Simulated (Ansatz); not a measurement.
This AgRuF₄ structure is the end of a relaxation. The cell was found from a structure generator's guess, not taken from experiment.

Computed with Ansatz, DFT PBE, scalar-relativistic, plane waves, PAW. Cutoff 420 eV, Γ-centred mesh, Gaussian smearing, collinear spin.

```
CELL_PARAMETERS angstrom
3.93472 0.00000 0.00000
0.00000 3.93472 0.00000
0.00000 0.00000 6.57518
ATOMIC_POSITIONS crystal
Ag 0.50000 0.50000 0.50000
Ru 0.00000 0.00000 0.00000
F 0.00000 0.00000 0.69932
F 0.50000 0.00000 0.00000
F 0.00000 0.50000 0.00000
F 0.00000 0.00000 0.30068
```

The zero of energy is the elements' standard structures at the same level (F₂ as a molecule); no fitted shifts are applied.

Problem. Find its symmetry and describe it.

Solution. P4/mmm (No. 123). Conventional cell: a = 3.935 Å, c = 6.575 Å. Ag has 8 F at 3.08 Å (long against the sum of covalent radii); Ru is surrounded by 6 F at 1.97–1.98 Å; F on a site of symmetry 4mm is surrounded by 1 Ru at 1.98 Å, 1 F at 2.62 Å, 4 F at 2.79 Å and 4 Ag at 3.08 Å; F on a site of symmetry mmm is surrounded by 2 Ru at 1.97 Å.

Problem. How far does it lie from the elements in energy?

Solution. −1.21 eV/atom. Whether it is stable depends on the other phases of the system, which aren't compared here.

Problem. Is it a metal?

Solution. Yes, bands cross the Fermi level on the 10×10×6 mesh.

Problem. Which magnetic moments does it keep?

Solution. 0.21 μB per atom net, the space between the atoms included; by site: Ru 0.8 μB.

Problem. From what recipe could a structure generator have reached it?

Solution. One such recipe: perovskite family, Dion-Jacobson layers, n = 1 (P4/mmm, No. 123). Other recipes can lead to the same cell.

The last run used collinear spin, a 10×10×6 mesh (in the run's order of axes) for its 6-atom cell and Gaussian smearing of 0.10 eV. Weakly bound directions are ill-defined at this level, which has no dispersion term. Another magnetic order may lie lower. Symmetry constrained the relaxation, so the result can be a saddle point.
